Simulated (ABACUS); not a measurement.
Consider a self-consistent single point of Mg4Te3S (Pmm2, 8 atoms in the cell; from Materials Project mp-1222100, changed as shown).

```yaml
crystal:
  lattice:
    - [4.37002, 0.00000, 0.00000]
    - [0.00000, 8.80416, 0.00000]
    - [0.00000, 0.00000, 6.12721]
  atoms:
    - { symbol: Mg, position: [0.00000, 0.27420, 0.98146] }
    - { symbol: Mg, position: [0.00000, 0.72580, 0.98146] }
    - { symbol: Mg, position: [0.50000, 0.00000, 0.49162] }
    - { symbol: Mg, position: [0.50000, 0.50000, 0.54006] }
    - { symbol: Te, position: [0.50000, 0.26155, 0.25040] }
    - { symbol: Te, position: [0.50000, 0.73845, 0.25040] }
    - { symbol: Te, position: [0.00000, 0.00000, 0.75735] }
    - { symbol: S, position: [0.00000, 0.50000, 0.74725] }
```

Computed with PBEsol, numerical atomic orbitals TZDP (confined pseudo-atomic orbitals with Gaussian additions; energy shift 0.003 Ry), PseudoDojo 0.4 standard norm-conserving PBEsol (tails mended) pseudopotentials (ABACUS).

ABACUS settings:

| setting | value |
|---|---|
| basis | TZDP numerical atomic orbitals, energy shift 0.003 Ry |
| KPT | Gamma 4 2 4 0 0 0 |
| basis_type | lcao |
| ecutwfc | 100 Ry |
| smearing_method | fd |
| smearing_sigma | 0.00367493 Ry |
| potentials | PseudoDojo 0.4 standard norm-conserving PBEsol (tails mended) |
| symmetry | 1 |
| symmetry_prec | 1e-05 |
| ks_solver | genelpa |
| scf_nmax | 100 |
| scf_thr | 1.0e-07 |
| mixing_type | broyden |

Results:

```
Quantity                                                   Value
------------------------------------------------  --------------
Number of valence electrons                                   94
Number of bands                                               57
Number of k-points after the program's reduction              18
Size of the basis                                            231
Number of SCF iterations                                      11
Free energy E − TS                                -15301.4592 eV
Top of the valence band (on the code's own zero)         5.01 eV
Gap on the k-point mesh                                  1.89 eV
Pressure                                                1.49 GPa
Largest force (vector length)                         0.158 eV/Å
```

Forces (eV/Å):
```json
[
 {"atom": "Mg1", "Fx": "0.000", "Fy": "0.008", "Fz": "-0.015"},
 {"atom": "Mg2", "Fx": "0.000", "Fy": "-0.008", "Fz": "-0.015"},
 {"atom": "Mg3", "Fx": "0.000", "Fy": "0.000", "Fz": "-0.136"},
 {"atom": "Mg4", "Fx": "0.000", "Fy": "0.000", "Fz": "0.158"},
 {"atom": "Te5", "Fx": "0.000", "Fy": "0.043", "Fz": "0.022"},
 {"atom": "Te6", "Fx": "0.000", "Fy": "-0.043", "Fz": "0.022"},
 {"atom": "Te7", "Fx": "0.000", "Fy": "0.000", "Fz": "0.093"},
 {"atom": "S8", "Fx": "0.000", "Fy": "0.000", "Fz": "-0.129"}
]
```

Stress (GPa, positive for compression):
```
1.57  0.00  0.00
0.00  1.57  0.00
0.00  0.00  1.35
```

Gaps are taken between levels on the mesh.

For comparison: a first run was changed to give this one (lattice scaled by 0.98), and from it to this one the free energy goes up by 2.0 meV/atom, the pressure goes from -1.01 to 1.49 GPa and the gap on the mesh goes from 1.793 to 1.889 eV.

Spin-orbit coupling is left out, which matters for bands and gaps with elements this heavy. The atom-centred basis is finite, which shifts total energies, pressures, gaps and forces against plane waves. The structure comes from a collection of computed structures, made at another level of theory; the collection holds predicted forms beside known ones.

Cost on one core: very roughly 40 core-seconds.

The atomic orbitals were generated for these runs; they are not ABACUS's published sets and were checked against plane waves on a few crystals only.

“Tails mended”: in these copies of the files the far tail of each local potential was reset to the Coulomb form.
